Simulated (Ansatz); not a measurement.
H2O on a (001) slab of WSe2 (P6_3/mmc (No. 194)), 6 planes, outer planes Se (top) and Se (bottom), 1 a cell of 37.2 Å², relaxed and still whole (its atoms last):

```
CELL_PARAMETERS angstrom
6.55806 0.00000 0.00000
-3.27903 5.67944 0.00000
0.00000 0.00000 29.32915
ATOMIC_POSITIONS crystal
Se 0.16667 0.33333 0.27277
Se 0.16667 0.83333 0.27277
Se 0.66667 0.33333 0.27277
Se 0.66667 0.83333 0.27277
W 0.33333 0.16667 0.33020
W 0.33333 0.66667 0.33020
W 0.83333 0.16667 0.33020
W 0.83333 0.66667 0.33020
Se 0.16667 0.33333 0.38763
Se 0.16667 0.83333 0.38763
Se 0.66667 0.33333 0.38763
Se 0.66667 0.83333 0.38763
Se 0.33390 0.16775 0.49095
Se 0.33374 0.66733 0.49114
Se 0.83361 0.16745 0.49108
Se 0.83340 0.66723 0.49097
W 0.16681 0.33332 0.54854
W 0.16656 0.83470 0.54838
W 0.66678 0.33415 0.54859
W 0.66767 0.83424 0.54854
Se 0.33341 0.16701 0.60611
Se 0.33309 0.66779 0.60564
Se 0.83351 0.16741 0.60610
Se 0.83404 0.66757 0.60606
O 0.48440 0.50306 0.70840
H 0.42218 0.57880 0.68878
H 0.61765 0.63371 0.72342
```

These are results of DFT PBE+D3(BJ), scalar-relativistic, plane waves, PAW in Ansatz 0.2.0, not measurements. Cutoff 420 eV; k points 3×3×1 on the computed 27-atom cell (Γ-centred); Gaussian smearing, width 0.05 eV; no spin polarisation. A dipole correction removes the field between periodic images along c.

It binds with 0.17 eV a molecule against the clean slab and the free molecule (no zero-point or thermal terms); its shortest contact is H–Se 2.64 Å. Take first-order desorption with no barrier to adsorption, no reaction on the face and an assumed prefactor of 10^13 s⁻¹.

Problem. How long does a molecule stay at 473 K?

Solution. τ = ν⁻¹·exp(E/k_BT) with k_BT = 0.0408 eV: E/k_BT = 4.2, so τ ≈ 6×10^-12 s. At about one hit a site a second (10⁻⁶ mbar) the coverage is near τ × 1 s⁻¹, so a layer needs more than atmospheric pressure.

Problem. Where does its peak lie in a desorption experiment heated at 2 K/s?

Solution. The peak obeys E/(k_B·T_p²) = (ν/β)·exp(−E/k_BT_p). Solving gives T_p ≈ 66 K (E/k_BT_p = 30.0). An error of 0.1 eV in E moves it by about 39 K, and larger molecules have larger prefactors, which lowers it.

Problem. Is this physisorption or chemisorption?

Solution. The tightest contact, H–Se 2.64 Å, is 1.75 times the sum of covalent radii, and deformation and lateral interaction add up to -0.01 eV; under 0.01 e cross the plane between them. This is physisorption.